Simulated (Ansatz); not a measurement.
Li (diamond, Fd-3m) at seven volumes, PBE (plane waves, PAW; program Ansatz), scaled uniformly. One row is withheld.

```
V (Å³/atom)  P (GPa)
-----------  -------
23.350          0.59
24.120             ?
24.890          0.17
25.660          0.00
26.430         -0.15
27.199         -0.29
27.969         -0.42
```

Problem. Fit the shown pressures and predict the withheld one.

Solution. P = (3/2)B₀(x^(7/2) − x^(5/2))[1 + (3/4)(B′ − 4)(x − 1)] with x = (V₀/V)^(2/3). Least squares on the six rows gives V₀ = 25.663 Å³/atom, B₀ = 5.5 GPa, B′ = 2.82. At V = 24.120, x = 1.0422 and P = 0.37 GPa. The run itself gave 0.37 GPa.

The start of the workflow was typed in or built on a structure type; neither database checked (COD, Materials Project) lists it. It is not the phase usual at ambient conditions (space group No. 229). Symmetry was held in the PBE relaxation; its stability against distortions is not shown here. The volume moved by -24 % from the start of the relaxation.

Potentials: the later of the program's two PAW sets.
